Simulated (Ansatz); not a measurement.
Se:
```
Se
1.0
    4.35898     0.00000     0.00000
   -2.17949     3.77499     0.00000
    0.00000     0.00000     5.01541
Se
3
Direct
  0.22460   0.00000   0.83333
  0.00000   0.22460   0.16667
  0.77540   0.77540   0.50000
```

This is the r²SCAN+D4-relaxed structure.

All from the program Ansatz at the r²SCAN+D4 level (PAW), unless another level is named. Estimate the band gap.

1.16 eV (indirect).

And the smallest direct gap on the standard path?

1.34 eV.

Predict the valence-band maximum.

on the L–H line, 27 % of the way from L.

Predict the conduction-band minimum.

at H (2 equivalent valleys).

Space group P3_121 (trigonal Se type). Symmetry was held in the r²SCAN+D4 relaxation. Scalar-relativistic: spin–orbit coupling is off unless named, which matters more the heavier the elements.

Potentials: the later of the program's two PAW sets.
